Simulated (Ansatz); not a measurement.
Structure: an ordered 8-atom cell of Ga4Sb3As on the zincblende lattice (R3m), at its r2SCAN minimum. Space group R3m (No. 160), trigonal; conventional cell a = 4.264 Å, c = 41.668 Å, 27.33 Å³ an atom. Around As lie 4 Ga at 2.46–2.57 Å; around Sb lie 4 Ga at 2.63–2.66 Å; around Sb lie 4 Ga at 2.63–2.65 Å; around Ga lie 3 As at 2.57 Å and 1 Sb at 2.66 Å; around Ga lie 4 Sb at 2.63–2.65 Å; around Ga lie 1 As at 2.46 Å and 3 Sb at 2.63 Å.

```cif
data_structure
_symmetry_space_group_name_H-M 'R3m:H'
_symmetry_Int_Tables_number 160
_cell_length_a 4.2637
_cell_length_b 4.2637
_cell_length_c 41.6681
_cell_angle_alpha 90.000
_cell_angle_beta 90.000
_cell_angle_gamma 120.000
_cell_volume 656.02
loop_
_atom_site_label
_atom_site_type_symbol
_atom_site_symmetry_multiplicity
_atom_site_Wyckoff_symbol
_atom_site_fract_x
_atom_site_fract_y
_atom_site_fract_z
_atom_site_occupancy
As1 As 3 a 0.00000 0.00000 0.00013 1
Sb1 Sb 3 a 0.00000 0.00000 0.25213 1
Sb2 Sb 3 a 0.33333 0.66667 0.16664 1
Sb3 Sb 3 a 0.66667 0.33333 0.08113 1
Ga1 Ga 3 a 0.00000 0.00000 0.31600 1
Ga2 Ga 3 a 0.33333 0.66667 0.23021 1
Ga3 Ga 3 a 0.66667 0.33333 0.14464 1
Ga4 Ga 3 a 0.00000 0.00000 0.05913 1
```

The questions ask for values computed with the PAW code Ansatz on this geometry. The cell comes from a prototype generator: it can be a known phase or a hypothetical one. No magnetic order is allowed.

(1) Is there a gap with PBE, and of what kind?

(2) How does the gap change from PBE to PBE+SOC (8×8×8)?

(3) Estimate the gap with r2SCAN on 8×8×8.

(4) Estimate the gap with HSE06 on 4×4×4.

Answers

(1) PBE gives no gap: the lowest nominally empty band dips 0.10 eV below the top of the last filled one (its bottom at Γ–T (0.70 of the way from Γ), the top at Γ), so the cell is a metal or semimetal at this level.

(2) With PBE+SOC the bands overlap by 0.03 eV (counted from 1, band 112 peaks at Γ and band 113 bottoms out at T): no gap.

(3) r2SCAN gives no gap: the lowest nominally empty band dips 0.02 eV below the top of the last filled one (its bottom at Γ–T (0.25 of the way from Γ), the top at Γ), so the cell is a metal or semimetal at this level.

(4) With HSE06 the gap is 0.08 eV and direct, at Γ. (This is within a few times the smearing of 0.02 eV, so the filling near the edges can be smeared.)

Only the levels marked +SOC include spin-orbit coupling.
